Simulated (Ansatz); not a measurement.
Computed properties of Ca

Ca:
```cif
data_Ca4
_chemical_formula_sum 'Ca4'
_space_group_name_H-M_alt 'P63/mmc'
_space_group_IT_number 194
_space_group_name_Hall '-P 6c 2c'
_cell_length_a 3.92108
_cell_length_b 3.92108
_cell_length_c 12.85575
_cell_angle_alpha 90.000
_cell_angle_beta 90.000
_cell_angle_gamma 120.000
loop_
_atom_site_label
_atom_site_type_symbol
_atom_site_symmetry_multiplicity
_atom_site_Wyckoff_symbol
_atom_site_fract_x
_atom_site_fract_y
_atom_site_fract_z
_atom_site_occupancy
Ca1 Ca 2 a 0.00000 0.00000 0.00000 1
Ca2 Ca 2 c 0.33333 0.66667 0.25000 1
```

Space group P6_3/mmc (No. 194), dhcp (α-La type); conventional cell a = b = 3.921 Å, c = 12.856 Å, α = β = 90.00°, γ = 120.00°.

Method: r²SCAN+D4 in the plane-wave PAW code Ansatz. Structure relaxed to zero pressure with the same functional. Other levels are named where they apply.

**Cell and energy**

```yaml
volume_per_atom: 42.79 Å³
density: 1.56 g/cm³
```

**Electronic structure**

```yaml
electronic_character: metallic (no gap)
Density of states at the Fermi level: 1.2 states/eV per atom (mean over ±0.08 eV)
```

The first step of the workflow began from a Materials Project structure, measured or hypothetical; the Crystallography Open Database files this formula in space group No. 194, but the cells were not matched. It is not the phase usual at ambient conditions (space group No. 225). The cell was relaxed with r²SCAN+D4 under the symmetry of its start; its stability against distortions is not shown here. The pairwise dispersion correction was not fitted to metals. Axis ratios of metals converge slowly with the k-mesh, so a and c are less sure than the volume.

Potentials: the later of the program's two PAW sets.
